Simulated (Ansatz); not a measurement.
La2MgSi2:
```xyz
10
Lattice="7.5403 0.0000 0.0000 0.0000 7.5403 0.0000 0.0000 0.0000 4.4909" Properties=species:S:1:pos:R:3 pbc="T T T"
La     5.1299     1.3597     2.2455
La     2.4104     6.1805     2.2455
La     6.1805     5.1299     2.2455
La     1.3597     2.4104     2.2455
Mg     0.0000     0.0000     0.0000
Mg     3.7701     3.7701     0.0000
Si     0.8485     4.6186     0.0000
Si     6.6918     2.9217     0.0000
Si     2.9217     0.8485     0.0000
Si     4.6186     6.6918     0.0000
```

Relaxed with r²SCAN. Special points in fractions of this cell's reciprocal vectors: Γ (0.000, 0.000, 0.000); X (0.000, 0.500, 0.000); M (0.500, 0.500, 0.000); Z (0.000, 0.000, 0.500); R (0.000, 0.500, 0.500); A (0.500, 0.500, 0.500).

Task: List the band energies nearest the Fermi level at these points for plane-wave PAW r²SCAN (Ansatz code).

Result: In eV from the Fermi level; about four levels below and three above (degenerate sets whole), none deeper than 8.9 eV; points with the same levels are listed once.

```csv
k,below,above
Γ,-0.73 -0.73 -0.46 -0.25,0.10 0.10 0.34
X,-0.45 -0.45 -0.28 -0.28,1.32 1.32 1.58 1.58
M,-0.81 -0.81 -0.01 -0.01,1.36 1.36 1.83 1.83
Z,-1.52 -1.52 -1.13 -1.10,0.20 0.34 1.21
R,-1.20 -1.20 -0.63 -0.63,1.39 1.39 1.55 1.55
A,-1.37 -1.37 -0.92 -0.92,0.80 0.80 1.71 1.71
```

Space group P4/mbm. The workflow started from a Materials Project entry (that database holds measured and hypothetical structures alike); the Crystallography Open Database copy checked does not list it. Whether it is the stable phase at ambient conditions was not checked. The r²SCAN relaxation kept the symmetry of its start; its stability against distortions is not shown here. Scalar-relativistic: spin–orbit coupling is off unless named, which matters more the heavier the elements.

Potentials: the later of the program's two PAW sets.
